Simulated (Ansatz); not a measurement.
Question: Each is relaxed and computed with DFT-PBE in the program Ansatz with PAW potentials. Which is the only metal?
(A) SiCO4, I-4 (Si on 2a, C on 2c, O on 8g)
(B) InMo3C, anti-perovskite
(C) InP, Pm-3n (In on 6c, P on 6d)
(D) SiC, P6_3mc (Pearson symbol hP16)

Answer: B, InMo3C, anti-perovskite. InMo3C: metal; InP: gap 0.50 eV (direct); SiC: gap 1.78 eV (indirect); SiCO4: gap 6.89 eV (indirect). Typed or built starts, not in the databases checked: InMo3C, anti-perovskite; InP, Pm-3n (In on 6c, P on 6d); SiCO4, I-4 (Si on 2a, C on 2c, O on 8g). Not the usual ambient phase: InP, Pm-3n (In on 6c, P on 6d); SiC, P6_3mc (Pearson symbol hP16). All cells were relaxed under the symmetry of their starts (and spin orders); stability against distortions was not tested throughout. Rows with no word on spin ran without spin polarisation. Scalar-relativistic: spin–orbit coupling is off unless named, which matters more the heavier the elements.

Potentials: the later of the program's two PAW sets.
